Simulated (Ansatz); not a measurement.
AgI (wurtzite)

```
AgI
1.0
    4.56021     0.00000     0.00000
   -2.28011     3.94926     0.00000
    0.00000     0.00000     7.45046
Ag I
2 2
Direct
  0.66667   0.33333   0.00017
  0.33333   0.66667   0.50017
  0.66667   0.33333   0.62503
  0.33333   0.66667   0.12503
```

The slice is a (1 -1 0 0) plane (indices of the conventional cell) through the point (0.667, 0.333, 0.625) (fractional), spanned by u = [110] and v = [001] in vectors of this cell: u (4.56 Å) and v (7.45 Å, at 90° to u). It covers one period; positions are fractions (u, v).

These are PBEsol (plane waves to 420 eV, PAW, scalar-relativistic; Ansatz, a program for electronic structure) values and carry that method's errors. k mesh 8×8×5. Inside the PAW spheres the values are not all-electron values, and peaks at nuclei hang on which shells count as valence. AgI was relaxed with its symmetry unable to fall. Spin-orbit coupling is left out, though I is heavy.

Predict the map of the valence electron density on the slice.


```
|@%*+=-::::-=+*%|
|#*+==------==+*|
|++==--------==+|
|==--:::--:::--=|
|:::::::::::::::|
|...............|
|     ......    |
|    ...::...   |
|  ...::::::... |
|::..::----::..:|
|---::------::--|
|++=----------=+|
|%#*=--------=*#|
|@@#+--------+#@|
|@@%+--::::--+%@|
|@@#+-::::::-+#@|
|%#*=-:....:-=*#|
|++=-:.    .:-=+|
|==--:.    .:--=|
|===-:.    .:-==|
|++==-:.  .:-==+|
|#*+=-:....:-=+*|
|@%*+=-:..:-=+*%|
|@@#+=-::::-=+#@|
```
Scale: ten equal steps from -1.87 (start of ' ') to 1.32 (end of '@'), in the order ' .:-=+*#%@'. Values: log₁₀ of the valence density in e/Å³. The map has 15 points along u (one character each, u = 0 at the left) and 24 along v (v = 0 in the bottom row). The scale is logarithmic, as a density can span decades between atoms and voids.
